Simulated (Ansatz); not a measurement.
A distorted cell of Mg (hcp, Mg type):

```yaml
crystal:
  lattice:
    - [3.17453, 0.00000, 0.00000]
    - [-1.58726, 2.74922, 0.00000]
    - [0.00000, 0.00000, 5.18496]
  atoms:
    - { symbol: Mg, position: [0.33333, 0.66667, 0.76929] }
    - { symbol: Mg, position: [0.66667, 0.33333, 0.23071] }
```

Computed with r2SCAN (plane waves to 500 eV, PAW, scalar-relativistic; Ansatz, a first-principles code). k mesh 17×17×9 (Γ-centred), Fermi-Dirac smearing 0.05 eV. Compression counts positive. With partly filled bands, energies and forces of such displacements shift with the k mesh and the smearing. Mg was relaxed with its symmetry unable to fall. The PAW data are Ansatz's earlier set.

Task: Predict the force on every atom, in eV/Å.

Result: 
```csv
atom,Fx,Fy,Fz
Mg1,0.000,0.000,-0.625
Mg2,0.000,0.000,0.625
```

Task: Give the stress tensor in GPa and the pressure.

Result: 
```
    0.3      0.0      0.0
    0.0      0.3      0.0
    0.0      0.0      1.1
```
The pressure, a third of the trace, is 0.6 GPa.

(A displaced cell: forces are minus the slopes of the energy, force constants its curvatures, and phonons follow from these.)
